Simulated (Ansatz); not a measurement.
input.yaml (Ansatz)

```yaml
crystal:
  lattice:
    - [-3.1787736649, 3.1760170452, 1.287254285]
    - [3.1760170452, -3.1787736649, 1.287254285]
    - [1.616101008, 1.616101008, -1.292303039]
  atoms:
    - { symbol: Pd, position: [0.9999420576, 5.79424e-05, 1.0], spin: 0.5 }
    - { symbol: Pd, position: [0.7500579424, 0.2499420576, 0.5], spin: 0.5 }
hamiltonian:
  xc: lda
  pseudopotentials:
    kind: paw
    azcp:
      Pd: "pseudopotentials/Pd.paw.azcp"
basis:
  ecutwfc: 420
  fft_grid_basis: typed
kpoints:
  mp_grid: { grid: [16, 16, 15], shift: [0, 0, 0] }
magnetization:
  spin_polarized: true
scf:
  occupations: { method: fermi_dirac, width: 0.05 }
  lower_state_search: "off"
output:
  stress: true
```

Terminal output

```
Warning: the record states the generating functional pbe (its physics header spells it `PBE`), which answers neither for hamiltonian.xc's functional nor for the lda family's — results may be inconsistent (PPs are generated against a specific XC)
Engine: ansatz 0.2.0, x86_64-unknown-linux-gnu
Pseudopotentials: kind: paw
Pseudopotential: Pd, paw, valence charge 18, recommended cutoff 420 eV (normal) 
Functional definition: SPW92
  exchange = slater_x
  correlation = pw_c
Crystal: 2 atoms, lattice volume = 26.418 Å³
Basis set: ecut = 420 eV, 521 PW (Γ)
Bands: 23, of which v1, the nominal top of the filled ones, is band 18 counted from 1 (17 counted from 0)
Symmetry: 4 space group operations
Space group: C2/c (ITA 15), of the structure as read, at distance tolerance 3.0e-5 Å
Magnetic group: BNS 15.85 (UNI 92), of the structure as read, at distance tolerance 3.0e-5 Å
k-points: 1025 of 3840
Non-local potential: Pd, projectors of the file, l = 0: 2, l = 1: 2, l = 2: 2, l = 3: 1
PAW form: soft (Blöchl's): semilocal exchange-correlation on the pseudo side does not see the compensation charge
PAW frozen core: Pd, regenerated for the run's functional, and the local potential with it (the file was generated under x = pbe(κ = 0.804, μ = 0.2195149727645171), c = pbe(β = 0.06672455060314922))
PAW one-centre angular grid: Pd, 590 points (default); XC on 64 Gauss nodes
Initial density: superposition of atomic densities (chi_scale 0.1, normalization cell)
Starting moments: Σ|m| = 1 μB on 2 of 2 sites
Initial wavefunctions: pseudopotential atomic-orbital guess
Functional: x = slater, c = lda
SCF iter   1: F=—  HF=-13691.041868 eV  |F-HF|=—  |Δ(HF+E_count)|=         —  Δρ=1.03e-1 (↑1.03e-1 ↓7.26e-2)  dr2=7.30e0  dr2_m=1.10e-1  M=0.436 μB ∫|m|=0.449 μB  β_m=0.30  ethr=3.10e-3  ⟨swp⟩=5.6  Hψ=203474  notcnv=0
SCF iter   2: F=—  HF=-13689.646366 eV  |F-HF|=—  |Δ(HF+E_count)|=    1.40e0  Δρ=6.39e-2 (↑6.39e-2 ↓4.32e-2)  dr2=2.60e0  dr2_m=6.38e-2  M=0.398 μB ∫|m|=0.413 μB  β_m=0.30  ethr=3.10e-3  ⟨swp⟩=2.4  Hψ=91956  notcnv=0  defer=756
SCF iter   3: F=—  HF=-13688.861832 eV  |F-HF|=—  |Δ(HF+E_count)|=   7.85e-1  Δρ=2.10e-2 (↑1.57e-2 ↓2.10e-2)  dr2=7.43e-2  dr2_m=3.58e-2  M=0.370 μB ∫|m|=0.388 μB  β_m=0.30  ethr=3.10e-3  ⟨swp⟩=2.4  Hψ=77984  notcnv=0  defer=757
SCF iter   4: F=—  HF=-13688.857700 eV  |F-HF|=—  |Δ(HF+E_count)|=   4.13e-3  Δρ=1.07e-2 (↑1.07e-2 ↓9.75e-3)  dr2=8.24e-4  dr2_m=2.52e-2  M=0.328 μB ∫|m|=0.345 μB  β_m=0.30  ethr=2.06e-4  ⟨swp⟩=2.0  Hψ=105638  notcnv=0  defer=921
SCF iter   5: F=—  HF=-13688.862052 eV  |F-HF|=—  |Δ(HF+E_count)|=   4.35e-3  Δρ=8.79e-3 (↑8.54e-3 ↓8.79e-3)  dr2=9.77e-5  dr2_m=1.81e-2  M=0.291 μB ∫|m|=0.307 μB  β_m=0.30  ethr=2.29e-6  ⟨swp⟩=2.2  Hψ=68749  notcnv=0  defer=921
SCF iter   6: F=—  HF=-13688.865356 eV  |F-HF|=—  |Δ(HF+E_count)|=   3.30e-3  Δρ=7.44e-3 (↑7.38e-3 ↓7.44e-3)  dr2=7.26e-6  dr2_m=1.33e-2  M=0.258 μB ∫|m|=0.273 μB  β_m=0.30  ethr=2.71e-7  ⟨swp⟩=2.1  Hψ=79461  notcnv=0  defer=921
SCF iter   7: F=—  HF=-13688.867090 eV  |F-HF|=—  |Δ(HF+E_count)|=   1.73e-3  Δρ=6.40e-3 (↑6.38e-3 ↓6.40e-3)  dr2=2.40e-6  dr2_m=9.89e-3  M=0.229 μB ∫|m|=0.243 μB  β_m=0.30  ethr=2.02e-8  ⟨swp⟩=2.0  Hψ=83534  notcnv=0  defer=921
...
iter 16 did not close the SCF: its close was put off for a magnetic moment that had not settled (scf_convergence_deferred on its scf_iter line)
SCF iter  16: F=-13688.872717 eV  HF=-13688.872717 eV  |F-HF|=1.53e-9  |Δ(HF+E_count)|=   1.60e-9  Δρ=1.96e-6 (↑1.91e-6 ↓1.96e-6)  dr2=1.98e-9  dr2_m=7.20e-10  M=-0.000 μB ∫|m|=0.000 μB  β_m=0.56  ethr=2.90e-11  ⟨swp⟩=1.8  Hψ=124923  notcnv=0
iter 17 did not close the SCF: its close was put off for a magnetic moment that had not settled (scf_convergence_deferred on its scf_iter line)
SCF iter  17: F=-13688.872717 eV  HF=-13688.872717 eV  |F-HF|=7.28e-12  |Δ(HF+E_count)|=  2.29e-10  Δρ=1.02e-6 (↑5.99e-7 ↓1.02e-6)  dr2=6.94e-11  dr2_m=1.42e-10  M=-0.000 μB ∫|m|=0.000 μB  β_m=0.62  ethr=5.49e-12  ⟨swp⟩=1.0  Hψ=120448  notcnv=0
SCF iter  18: F=-13688.872717 eV  HF=-13688.872717 eV  |F-HF|=1.82e-12  |Δ(HF+E_count)|=  3.46e-11  Δρ=1.79e-7 (↑1.35e-7 ↓1.79e-7)  dr2=1.57e-12  dr2_m=5.71e-12  M=-0.000 μB ∫|m|=0.000 μB  ethr=1.00e-12  ⟨swp⟩=1.0  Hψ=101579  notcnv=0
WARN: the starting moments were not kept: the SCF closed with an absolute magnetisation of 2.2e-6 μB, where they sum to 1 μB in size (2 sites). That is at most 0.1 of that sum. Measured as dr2_m measures the in/out step, that magnetisation stands 2.1e-12 eV from none, at or under the dr2_threshold of 1.0e-7 eV: it is no larger than a step whose dr2_m would equal this threshold. The system may hold no moment; this SCF shows only that its start led to no more than that. To try another start: raise the starting moments (crystal.atoms[].spin, magnetization.per_species, magnetization.initial_magnetization, or on a non-collinear deck that types none of these the spinor_matrix: blocks that start its atoms; where the total moment is fixed, keep their sum and leave initial_magnetization as it is; typed ones take the place of any that the run laid by itself, positive ones on a crystal's lanthanoids without a Hubbard term where scf.initial_density.shell_occupations: [] is typed) or, if the notice of its spin-set hold's release reads "site moments contracting" or "site moments show no strong build", lengthen the hold (scf.mixing.spin_hold: { on: { confirm: 4 } }; for m-r²SCAN on two components see the key's manual first). Each may lead to a state that holds a moment. A second SCF, from the converged charge density, with the starting moments and any scf.initial_density.shell_occupations laid on it anew, would have followed, and was not run: the deck does not ask for one (magnetization.retry_lost_moments is false, the default). To let it run, set magnetization.retry_lost_moments: true and run the deck again, where that key's refused combinations let it; where memory then withholds it, that run's warning says so.
SCF 1 converged in 18 iterations: F = -13688.872717 eV  dr2 = 1.57e-12
SCF converged after 18 iterations
Magnetization: -0.0000 μB (18.0000 up, 18.0000 down)
Absolute magnetization: 0.0000 μB (∫|ρ↑−ρ↓|, with the PAW one-centre terms)
Spin contamination: 0.0000 ħ² per cell (⟨S²⟩ above its minimum at these occupations)
Per-site moments (μB) at R_I (Å): [(-1.0871025086999128e-6, 1.0619860026645376), (-1.087102508811788e-6, 1.0619860026645376)]
Free energy (F): -13688.872717 eV
Harris-Foulkes:  -13688.872717 eV  (|F-HF|=1.82e-12)
Internal energy: -13688.846768 eV  (E = F + TS)
E sigma→0 (E₀):  -13688.859742 eV
Entropy (-TS):   -0.025949 eV (-12.975 meV/atom)
Fermi energy:    22.617267 eV
--- Per-component energies (eV) ---
  E_band       = -187.426460
  E_kinetic    = 1034.262783
  E_local      = -3210.435522  (includes V_loc(G=0)·N_el)
  E_nonlocal   = 445.705871
  E_hartree    = 1317.144758
  E_xc         = -338.516368
  E_vxc        = -426.794662  (∫ρ·V_xc dr)
  E_paw        = -7246.024097  (= ΣΔE_a)
  E_vpaw       = -664.454803  (= ΣTr[D̂ρ^β])
  E_aug_tail   = 0.000359  (compensation charges beyond the density's cutoff)
  E_ewald      = -5692.346019
  E_core_change = 1.361468  (= ΣΔE_core)
  E_smearing   = -0.025949  (= −TS)
  E_closure    = -0.000000  (closes the sum)
  Σ components = -13688.872717   (vs F -13688.872717, Δ=0.00e0)
--- Stress (GPa, compression-positive) ---
       22.970609       0.725398       0.335605
        0.725398      22.970609       0.335605
        0.335605       0.335605      22.826370
  P = ⅓ Tr σ = 22.9225 GPa (229.225 kbar)
```
